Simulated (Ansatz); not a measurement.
Si3Ge:
```
Si3Ge
1.0
    3.88587     0.00000     0.00000
    0.00000     3.88587     0.00000
    0.00000     0.00000     5.48828
Si Ge
3 1
Cartesian
  1.94293   0.00000   4.14284
  0.00000   0.00000   0.00000
  0.00000   1.94293   1.34543
  1.94293   1.94293   2.74414
```

Relaxed with r²SCAN. Independent-particle spectrum: no excitons, no local fields, no scissors shift; 0.1 eV broadening; ε₁ of the summed bands alone.

**Question.** Tabulate the dielectric function from r²SCAN in the plane-wave PAW code Ansatz.

**Answer.** 

```csv
E (eV),ε₁ xx,ε₂ xx,ε₁ zz,ε₂ zz
0.0,12.47,0.00,12.47,0.00
0.5,12.67,0.00,12.67,0.00
1.0,13.29,0.11,13.30,0.06
1.5,14.40,0.14,14.43,0.09
2.0,16.66,0.17,16.71,0.09
2.5,22.63,0.80,22.65,0.27
3.0,24.27,17.20,24.94,17.80
3.5,19.62,20.30,20.00,20.86
4.0,20.47,38.83,14.50,41.07
4.5,-10.97,22.84,-9.67,23.49
5.0,-8.50,16.29,-9.24,15.58
5.5,-9.10,11.25,-9.21,11.06
6.0,-7.96,6.97,-8.10,6.95
6.5,-6.70,5.03,-6.70,5.07
7.0,-5.47,3.56,-5.49,3.56
7.5,-4.31,2.95,-4.25,3.01
8.0,-3.88,2.49,-3.86,2.56
8.5,-3.36,2.02,-3.33,2.02
9.0,-2.93,1.61,-2.92,1.65
9.5,-2.53,1.27,-2.55,1.24
10.0,-2.16,1.03,-2.14,1.03
10.5,-1.83,0.86,-1.82,0.86
11.0,-1.57,0.72,-1.57,0.74
11.5,-1.34,0.61,-1.34,0.62
12.0,-1.10,0.52,-1.12,0.53
```

**Question.** From ε at 1.1 eV (xx: 13.45 + 0.12i), find n, k, the normal reflectivity and the absorption coefficient.

**Answer.** n = 3.67, k = 0.016, R = 33 %, α = 2kE/ħc = 1800 cm⁻¹.

With all bands, ε∞ without local fields is 12.5 (xx = yy), 12.5 (zz).

Space group P-4m2. The start of the workflow was typed in or built on a structure type; neither database checked (COD, Materials Project) lists it. Its standing as an ambient phase is unchecked. The cell was relaxed with r²SCAN under the symmetry of its start; its stability against distortions is not shown here. Spin–orbit coupling is left out wherever it is not named.

Potentials: the earlier of the program's two PAW sets.
